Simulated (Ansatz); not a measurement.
Al3Ni2 (La2O3 or Ni2Al3 type, space group No. 164) under volume change, the program Ansatz at the PBEsol level (PAW), shape and atoms relaxed at each volume.

| V (Å³/atom) | E − E(relaxed) (meV/atom) | P (GPa) |
|---|---|---|
| 12.276 | 57.3 | 16.43 |
| 12.680 | 24.0 | 10.06 |
| 13.085 | 5.7 | 4.63 |
| 13.490 | 0.0 | 0.00 |
| 13.895 | 5.1 | -3.95 |
| 14.299 | 19.5 | -7.32 |
| 14.704 | 41.7 | -10.19 |

**Question.** What does a third-order Birch–Murnaghan fit give for V₀, B₀ and B′?

**Answer.** V₀ = 13.49 Å³/atom, B₀ = 142 GPa, B′ = 4.3.

Space group P-3m1 (La2O3 or Ni2Al3 type). The first step of the workflow began from a Materials Project structure, measured or hypothetical; the Crystallography Open Database copy checked does not list it. Whether it is the stable phase at ambient conditions was not checked. Symmetry was held in the PBEsol relaxation; of distortions, only those at the zone centre were tested. The run is not spin-polarised.

Potentials: the later of the program's two PAW sets.
